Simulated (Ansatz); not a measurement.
AgCl (rock salt)

```
AgCl
1.0
    0.00000     5.61150     5.61150
    2.80575     0.00000     2.80575
    2.80575     2.80575     0.00000
Cl Ag
2 2
Direct
  0.00000   0.00000   0.00000
  0.50000   0.00000   0.00000
  0.25000   0.50000   0.50000
  0.75000   0.50000   0.50000
```

A phonon eigenvector at L = (0.5, 0.0, 0.0) is frozen into this cell: atom i moves by Q times the vector below, so Q is the largest atomic displacement, in Å. The cell is held. (q is in reciprocal vectors of the primitive cell; the cell shown is doubled to hold the pattern.)

```json
[
 {"atom": "Ag3", "x": "-0.577", "y": "0.577", "z": "0.577"},
 {"atom": "Ag4", "x": "0.577", "y": "-0.577", "z": "-0.577"}
]
```

Atoms not listed stay in place.

The numbers are results of PBE (plane waves to 420 eV, PAW, scalar-relativistic; Ansatz, a quantum-chemistry and plane-wave program), not measurements. k mesh 5×10×10 (Γ-centred), Fermi-Dirac smearing 0.05 eV. Energies are smeared free energies. Compression counts positive. AgCl was relaxed with its symmetry unable to fall. ΔE is measured from the undisplaced structure.

| Q (Å) | ΔE (meV/cell) | −dE/dQ from forces (eV/Å) | P (GPa) |
|---|---|---|---|
| -0.180 | 111.2 | 1.227 | 0.51 |
| -0.150 | 77.4 | 1.027 | 0.36 |
| -0.120 | 49.7 | 0.825 | 0.23 |
| -0.090 | 28.0 | 0.620 | 0.13 |
| -0.060 | 12.4 | 0.414 | 0.06 |
| -0.030 | 3.1 | 0.208 | 0.02 |
| 0.000 | 0.0 | 0.000 | 0.00 |
| 0.030 | 3.1 | -0.208 | 0.02 |
| 0.060 | 12.4 | -0.414 | 0.06 |
| 0.090 | 28.0 | -0.620 | 0.13 |
| 0.120 | 49.7 | -0.825 | 0.23 |
| 0.150 | 77.4 | -1.027 | 0.36 |
| 0.180 | 111.2 | -1.227 | 0.51 |

Derived quantities:

The energy at Q = 0.180 Å comes out as 111.2 meV/cell. Space group of the distorted cell: R-3m (No. 166), lowered from Fm-3m. Symmetry of the curve: even: the same for both signs. Shape of the curve: a single well with its minimum at or next to zero displacement. Harmonic wavenumber from the curvature (finite differences): 93 cm⁻¹. Wavenumber by perturbation theory (DFPT, on another k mesh): 93 cm⁻¹.

The 13 points together took around 70 core-seconds (rough).

(For displaced atoms, the force is minus the slope of the energy, and its curvature is a force constant, which sets phonon frequencies.)
